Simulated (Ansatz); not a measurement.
A relaxed 1×1 slab of 5 planes, cut along (0001) from a hcp crystal of one element, has a cell area of 6.39 Å² and a bulk spacing of 2.146 Å between its first planes. All-electron LAPW in Ansatz 0.2.0 (LDA, scalar-relativistic, no spin polarisation) gives γ = 3.58 J/m², Φ = 5.61 eV and a change of the outer spacing of -3.9 %. The hcp structure needn't be the element's own.

Q: Which element is it?

A: Os. Neighbours weren't tried against these numbers.
